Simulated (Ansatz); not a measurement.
How In2Ag stores the work of compression

All numbers below come from DFT PBEsol, scalar-relativistic, plane waves, PAW (Ansatz). Run with 420 eV cutoff, 8×8×8 k-mesh, Gaussian smearing of 0.10 eV, no spin polarisation.

Starting point, cell and atoms relaxed:

```
CELL_PARAMETERS angstrom
-3.39525 3.39525 2.83327
3.39525 -3.39525 2.83327
3.39525 3.39525 -2.83327
ATOMIC_POSITIONS crystal
In 0.15524 0.65524 0.81048
In 0.65524 0.84476 0.50000
In 0.84476 0.34476 0.18952
In 0.34476 0.15524 0.50000
Ag 0.75000 0.75000 0.00000
Ag 0.25000 0.25000 0.00000
```

Cell and atoms were relaxed at each target pressure within the start's symmetry (I4/mcm), at zero temperature; other phases can be more stable under pressure. H = E + PV with P the target; E is the free energy at the smearing used, whose derivative the pressure is, per atom and counted from zero pressure. The mesh named is that at zero pressure; some other pressures ran on another.

```
P (GPa) V (Å³/atom) E − E0 (meV) H − H0 (meV)
      0       21.774           0.0           0.0
      1       21.466           1.0         134.9
      4       20.679          12.9         529.2
     12       19.203          83.7        1522.0
     25       17.646         246.3        2999.7
     50       15.886         645.8        5603.3
     90       14.242        1345.5        9346.0
```

**Question.** Thermodynamics gives dH/dP = V along a relaxed path. Integrate V over P by the trapezoid rule and compare with the computed enthalpies.

**Answer.** With 1 eV/Å³ = 160.22 GPa, each step adds the mean volume times ΔP / 160.22:
| P (GPa) | ∫V dP (meV) | H − H0 (meV) | difference (meV) |
| --- | --- | --- | --- |
| 1 | 134.9 | 134.9 | 0.0 |
| 4 | 529.5 | 529.2 | 0.3 |
| 12 | 1525.2 | 1522.0 | 3.2 |
| 25 | 3020.1 | 2999.7 | 20.4 |
| 50 | 5636.2 | 5603.3 | 32.9 |
| 90 | 9397.2 | 9346.0 | 51.2 |

V(P) curves upward, so the trapezoid rule runs high; integrating a smooth curve through the same points (P as a polynomial of degree 4 in ln V) puts that excess at about 38.5 meV at 90 GPa, against the 51.2 meV found. What is left comes from the shape of V(P) between points this far apart, and from the mesh, the smearing and the stress tolerance.

**Question.** At 90 GPa, how much of the enthalpy change is stored energy and how much is the PV term?

**Answer.** E rises by 1346 meV/atom and PV is 90 × 14.242 / 160.22 = 8000 meV/atom, so PV makes 86 % of ΔH. So between rival structures at high pressure a small difference in volume can outweigh the difference in energy: 1 % of this volume is worth 80.0 meV/atom at this pressure.

**Question.** What bulk modulus do the lowest pressures give?

**Answer.** From the pressures that the runs reached, -1.00 GPa (22.125 Å³) and 1.00 GPa (21.466 Å³), B = −ΔP/Δln V = 2.00 / 0.0302 = 66 GPa, a mean over that range.